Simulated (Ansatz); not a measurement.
A relaxation computed with Ansatz, from input to last step.

```yaml
crystal:
  lattice:
    - [2.0912810979, 1.2074017048, 9.8613640845]
    - [-2.0912810979, 1.2074017048, 9.8613640845]
    - [0.0, -2.4148034096, 9.8613640845]
  atoms:
    - { symbol: Bi, position: [0.3988908214, 0.3988908214, 0.3988908214] }
    - { symbol: Bi, position: [0.6011091786, 0.6011091786, 0.6011091786] }
    - { symbol: Se, position: [0.0, 0.0, 0.0] }
    - { symbol: Se, position: [0.2144416267, 0.2144416267, 0.2144416267] }
    - { symbol: Se, position: [0.7855583733, 0.7855583733, 0.7855583733] }
basis:
  ecutwfc: 420
kpoints:
  mp_grid: { grid: [12, 12, 12] }
hamiltonian:
  xc: pbesol
scf:
  occupations: { method: gaussian, width: 0.01 }
output:
  forces: true
  stress: true
  eigenvalues: true
relax:
  adjacent_minimum: "off"
  f_tol: 0.01
  max_steps: 30
  cell: { stress_tol: 0.1, fix: [volume] }
```

```bash
ansatz run input.yaml --threads 2 --pin off --max-ram 5120MiB --backend cpu --events-out ev --progress --plain --runs-dir out
```

All numbers below come from DFT PBEsol, scalar-relativistic, plane waves, PAW (Ansatz).

The volume is held at 1.06 times that of the relaxed cell.

Of 5 frames 4 are shown, positions in Å and forces in eV/Å; the SCF threshold varies from step to step. Steps run on the plane waves of an earlier cell, with a Pulay correction in the pressure. The basis is chosen afresh for the last frame, the zero of the energies, and at times for earlier ones too; energy and pressure can step there, also at an unchanged geometry. Where two frames share a geometry here, they differ by under 2 meV/atom and 0.3 GPa.

```xyz
5
Lattice="2.0913 1.2074 9.8614 -2.0913 1.2074 9.8614 0.0000 -2.4148 9.8614" Properties=species:S:1:pos:R:3:forces:R:3 pbc="T T T" step=1 free_energy_over_end_meV_per_atom=3.66 pressure_GPa=-2.24
Bi    0.0000    0.0000   11.8008    0.0000    0.0000    0.0732
Bi    0.0000    0.0000   17.7833    0.0000    0.0000   -0.0732
Se    0.0000    0.0000    0.0000    0.0000    0.0000    0.0000
Se    0.0000    0.0000    6.3441    0.0000    0.0000    0.2207
Se    0.0000    0.0000   23.2400    0.0000    0.0000   -0.2207
5
Lattice="2.0866 1.2047 9.9052 -2.0866 1.2047 9.9052 0.0000 -2.4094 9.9052" Properties=species:S:1:pos:R:3:forces:R:3 pbc="T T T" step=2 free_energy_over_end_meV_per_atom=2.62 pressure_GPa=-0.32
Bi    0.0000    0.0000   11.7913    0.0000    0.0000   -0.0620
Bi    0.0000    0.0000   17.9245    0.0000    0.0000    0.0620
Se    0.0000    0.0000    0.0000    0.0000    0.0000    0.0000
Se    0.0000    0.0000    6.5034    0.0000    0.0000   -0.1983
Se    0.0000    0.0000   23.2123    0.0000    0.0000    0.1983
5
Lattice="2.0804 1.2011 9.9649 -2.0804 1.2011 9.9649 0.0000 -2.4022 9.9649" Properties=species:S:1:pos:R:3:forces:R:3 pbc="T T T" step=3 free_energy_over_end_meV_per_atom=0.20 pressure_GPa=-1.03
Bi    0.0000    0.0000   11.8831    0.0000    0.0000   -0.0032
Bi    0.0000    0.0000   18.0115    0.0000    0.0000    0.0032
Se    0.0000    0.0000    0.0000    0.0000    0.0000    0.0000
Se    0.0000    0.0000    6.4946    0.0000    0.0000   -0.0022
Se    0.0000    0.0000   23.4000    0.0000    0.0000    0.0022
5
Lattice="2.0751 1.1981 10.0158 -2.0751 1.1981 10.0158 0.0000 -2.3961 10.0158" Properties=species:S:1:pos:R:3:forces:R:3 pbc="T T T" step=5 free_energy_over_end_meV_per_atom=0.00 pressure_GPa=-0.94
Bi    0.0000    0.0000   11.9395    0.0000    0.0000    0.0009
Bi    0.0000    0.0000   18.1081    0.0000    0.0000   -0.0009
Se    0.0000    0.0000    0.0000    0.0000    0.0000    0.0000
Se    0.0000    0.0000    6.5338    0.0000    0.0000    0.0077
Se    0.0000    0.0000   23.5137    0.0000    0.0000   -0.0077
```

The run took 4.5 min on 2 threads of Intel(R) Xeon(R) Platinum 8175M CPU @ 2.50GHz (Skylake/Cascade Lake), on a shared host, peak memory 1.1 GiB.

Spin–orbit coupling is left out, which can shift energies with elements as heavy as these. The cell holds layers, and where no dispersion correction was added their binding is poorly described.